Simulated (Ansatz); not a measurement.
Relaxation of a generated cell, TiB2 placed in the AFLOW prototype AB2_cF48_227_c_e (as in Ti2C); 12 atoms in the cell, which starts as Fd-3m, origin choice 1 (No. 227), cF48; a = b = c = 7.6619 Å, α = β = γ = 90.00°. Level of theory: r2SCAN (plane waves to 500 eV, PAW, scalar-relativistic; Ansatz, a program for electronic structure). Γ-centred k-mesh 6×6×6 on the run's cell, Fermi–Dirac smearing 0.05 eV. This is the first round of the run. 

The optimiser's lines from the output (shortened; P is positive under compression):

```
relax step   1: F+E_penalty+E_count = -11237.68133757 eV  Δ(F+E_penalty+E_count) = +0.000e0 eV  max|allowed force component| = 4.032e0 eV/Å  Δτ_max = 0.0000 Å  P = +95.240 GPa  Ω = 112.447 Å³  (8 SCF iters, dr2 threshold 1.00e-7 eV, accepted)
relax step   2: F+E_penalty+E_count = -11246.92859087 eV  Δ(F+E_penalty+E_count) = -9.247e0 eV  max|allowed force component| = 2.617e0 eV/Å  Δτ_max = 0.0384 Å  P = +44.621 GPa  Ω = 130.061 Å³  (8 SCF iters, dr2 threshold 1.20e-6 eV, accepted)
relax step   3: F+E_penalty+E_count = -11254.98539631 eV  Δ(F+E_penalty+E_count) = -8.057e0 eV  max|allowed force component| = 2.158e0 eV/Å  Δτ_max = 0.1948 Å  P = +4.873 GPa  Ω = 139.664 Å³  (8 SCF iters, dr2 threshold 1.20e-6 eV, accepted)
relax step   4: F+E_penalty+E_count = -11261.33379968 eV  Δ(F+E_penalty+E_count) = -6.348e0 eV  max|allowed force component| = 1.864e0 eV/Å  Δτ_max = 0.1972 Å  P = -12.771 GPa  Ω = 137.317 Å³  (7 SCF iters, dr2 threshold 1.20e-6 eV, accepted)
relax step   5: F+E_penalty+E_count = -11266.31135518 eV  Δ(F+E_penalty+E_count) = -4.978e0 eV  max|allowed force component| = 7.853e-1 eV/Å  Δτ_max = 0.1955 Å  P = -10.595 GPa  Ω = 128.661 Å³  (8 SCF iters, dr2 threshold 1.20e-6 eV, accepted)
relax step   6: F+E_penalty+E_count = -11266.78717928 eV  Δ(F+E_penalty+E_count) = -4.758e-1 eV  max|allowed force component| = 2.165e-1 eV/Å  Δτ_max = 0.0336 Å  P = -2.802 GPa  Ω = 123.527 Å³  (7 SCF iters, dr2 threshold 1.20e-6 eV, accepted)
relax step   7: F+E_penalty+E_count = -11266.81647536 eV  Δ(F+E_penalty+E_count) = -2.930e-2 eV  max|allowed force component| = 1.208e-2 eV/Å  Δτ_max = 0.0102 Å  P = +0.087 GPa  Ω = 121.960 Å³  (6 SCF iters, dr2 threshold 1.20e-6 eV, accepted)
relax step   8: F+E_penalty+E_count = -11266.81651925 eV  Δ(F+E_penalty+E_count) = -4.389e-5 eV  max|allowed force component| = 2.524e-4 eV/Å  Δτ_max = 0.0006 Å  P = -0.008 GPa  Ω = 122.000 Å³  (5 SCF iters, dr2 threshold 1.88e-8 eV, accepted)
relax step   9: F+E_penalty+E_count = -11266.82038791 eV  Δ(F+E_penalty+E_count) = -3.869e-3 eV  max|allowed force component| = 4.814e-4 eV/Å  Δτ_max = 0.0000 Å  P = +0.011 GPa  Ω = 122.000 Å³  stress off target by 1.08e-2 GPa  SCF on the basis re-selected at this cell (its energy is not comparable with the rows above)  (7 SCF iters)
```

From the first to the last row the energy changes by -2.43 eV/atom and the volume by +8.5 %. The last row is marked as not comparable with the walk above it, whose basis was carried along; it does compare with step 1, since both stand on a basis selected at the nominal cutoff for their own cell.

Later rounds, restarted from the end of this one on a renewed k-mesh, logged 3 more steps and released under 0.01 eV/atom more. The final structure after all rounds: Fd-3m, origin choice 1 (No. 227), cF48; a = b = c = 7.873 Å, α = β = γ = 90.00°. Between re-selections the logged energies stand on a plane-wave basis carried along with the cell. No spin polarisation in the result.

The run could not lose the symmetry of its start: the end is stationary, and may be a saddle point rather than a minimum.

The relaxed structure here is a generated cell of TiB2: the first start was made by placing the elements on the sites of a structure type, and the end was not matched to a known phase here, so it may be hypothetical. Known forms of TiB2 include space group No. 191.
